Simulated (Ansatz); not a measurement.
Ca$_{3}$SnH$_{2}$:
```
CELL_PARAMETERS angstrom
      4.42535    -5.68325     0.00000
      4.42535     5.68325     0.00000
      0.00000     0.00000     5.23336
ATOMIC_POSITIONS crystal
  Ca 0.89069 0.10931 0.25000
  Ca 0.10931 0.89069 0.75000
  Ca 0.40814 0.18614 0.25000
  Ca 0.59186 0.81386 0.75000
  Ca 0.18614 0.40814 0.75000
  Ca 0.81386 0.59186 0.25000
  Sn 0.69329 0.30671 0.75000
  Sn 0.30671 0.69329 0.25000
  H  0.15164 0.15164 0.00000
  H  0.84836 0.84836 0.00000
  H  0.84836 0.84836 0.50000
  H  0.15164 0.15164 0.50000
```

Relaxed with r²SCAN. Special points in fractions of this cell's reciprocal vectors: Γ (0.000, 0.000, 0.000); Y (-0.500, 0.500, 0.000); C0 (-0.402, 0.598, 0.000); Σ0 (0.402, 0.402, 0.000); Z (0.000, 0.000, 0.500); A0 (0.402, 0.402, 0.500); E0 (-0.402, 0.598, 0.500); T (-0.500, 0.500, 0.500); S (0.000, 0.500, 0.000); R (0.000, 0.500, 0.500).

**Question.** List the band energies nearest the valence-band maximum at these points for DFT-r²SCAN in the program Ansatz with PAW potentials.

**Answer.** In eV from the valence-band maximum; about four levels below and three above (degenerate sets whole), none deeper than 8.9 eV; points with the same levels are listed once.

| k | below | above |
|---|---|---|
| Γ | -1.07 -0.66 -0.22 0.00 | 0.39 1.15 1.97 |
| Y | -0.55 -0.52 -0.51 -0.30 | 1.39 1.39 1.66 |
| C0 | -0.80 -0.54 -0.49 -0.31 | 1.45 1.53 1.68 |
| Z | -0.85 -0.85 -0.69 -0.69 | 1.17 1.17 2.31 2.31 |
| A0 | -0.78 -0.78 -0.52 -0.52 | 2.00 2.00 2.12 2.12 |
| T | -0.83 -0.83 -0.53 -0.53 | 2.09 2.09 2.30 2.30 |
| S | -1.12 -0.60 -0.37 -0.27 | 1.13 1.50 1.58 |
| R | -0.80 -0.80 -0.46 -0.46 | 1.40 1.40 2.21 2.21 |

Space group Cmcm. The workflow started from a Materials Project entry (that database holds measured and hypothetical structures alike); the Crystallography Open Database files this formula in space group No. 63, but the cells were not matched. Whether it is the stable phase at ambient conditions was not checked. The cell was relaxed with r²SCAN under the symmetry of its start; its stability against distortions is not shown here. Scalar-relativistic: spin–orbit coupling is off unless named, which matters more the heavier the elements.

Potentials: the later of the program's two PAW sets.
